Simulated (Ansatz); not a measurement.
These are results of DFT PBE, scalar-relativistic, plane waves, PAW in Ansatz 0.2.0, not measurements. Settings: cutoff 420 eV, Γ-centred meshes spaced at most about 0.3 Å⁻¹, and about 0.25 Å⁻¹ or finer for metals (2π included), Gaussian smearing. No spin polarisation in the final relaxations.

Temperature and zero-point effects are left out.

Two forms of BeAu2S2 were relaxed alike.

A.

```yaml
crystal:
  lattice:
    - [4.22038, 0.00000, 0.00000]
    - [0.00000, 4.22038, 0.00000]
    - [0.00000, 0.00000, 7.06943]
  atoms:
    - { symbol: Be, position: [0.00000, 0.00000, 0.50000] }
    - { symbol: S, position: [0.00000, 0.00000, 0.76773] }
    - { symbol: S, position: [0.00000, 0.00000, 0.23227] }
    - { symbol: Au, position: [0.50000, 0.00000, 0.00000] }
    - { symbol: Au, position: [0.00000, 0.50000, 0.00000] }
```

B.

```yaml
crystal:
  lattice:
    - [-1.85857, 1.85857, 7.88513]
    - [1.85857, -1.85857, 7.88513]
    - [1.85857, 1.85857, -7.88513]
  atoms:
    - { symbol: Be, position: [0.00000, 0.00000, 0.00000] }
    - { symbol: S, position: [0.12120, 0.12120, 0.00000] }
    - { symbol: S, position: [0.87880, 0.87880, 0.00000] }
    - { symbol: Au, position: [0.39766, 0.39766, 0.00000] }
    - { symbol: Au, position: [0.60234, 0.60234, 0.00000] }
```

Question: Which form is favoured at zero pressure, and by what margin per atom?

Answer: B is lower, by 179 meV/atom. A has space group P4/mmm (No. 123), 25.2 Å³/atom and no gap on its mesh; B has space group I4/mmm (No. 139), 21.8 Å³/atom and no gap. In A, Be is surrounded by 2 S at 1.89 Å; around S lie 1 Be at 1.89 Å and 4 Au at 2.67 Å; Au is surrounded by 4 S at 2.67 Å and 4 Au at 2.98 Å. In B, Be has 2 S at 1.91 Å; S has 1 Be at 1.91 Å and 4 Au at 2.65 Å; Au has 4 S at 2.65 Å. Both come from invented guesses.

No dispersion correction is applied, so the spacing and binding between layers, chains or molecules are poorly described (I4/mmm), and this can change margins and order among such cells. Spin–orbit coupling, which can matter for Au, is left out. The zero gap of P4/mmm may come from the functional, which often closes small gaps, or the cell may be a true semimetal. Cells relaxed within their symmetry can be saddle points.
